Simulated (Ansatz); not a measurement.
GaN (rock salt, space group No. 225), r²SCAN in the plane-wave PAW code Ansatz. The conduction-band minimum lies at X, with 3 equivalent valleys. Second derivatives d²E/dk² of the lowest band at one valley (eV·Å²), along Cartesian directions:

```
direction  d²E/dk²
---------  -------
[100]        16.73
[010]        39.42
[001]        39.42
[110]        28.08
[101]        28.08
[011]        39.40
```

Find the principal effective masses, the density-of-states mass and the conductivity mass.

Off-diagonal terms follow from H_xy = H[110] − (H_xx + H_yy)/2, and m*/mₑ = 7.620 eV·Å² over each eigenvalue: 0.19, 0.19, 0.46. One valley's DOS mass (m₁m₂m₃)^(1/3) = 0.26, conductivity mass 3/(Σ 1/mᵢ) = 0.24 mₑ.

What effective density of states Nc follows at 300 K for parabolic valleys?

Nc = 2.509e19 × 3 × (0.26)^(3/2) ≈ 1.0e19 cm⁻³.

Space group Fm-3m (rock salt). This is a known high-pressure phase of the composition, computed here at zero pressure and temperature. The cell was relaxed with r²SCAN under the symmetry of its start; its stability against distortions is not shown here. Spin–orbit coupling is left out wherever it is not named.

Potentials: the later of the program's two PAW sets.

Edges and masses are those of Kohn–Sham bands, whose gap is no quasiparticle gap.
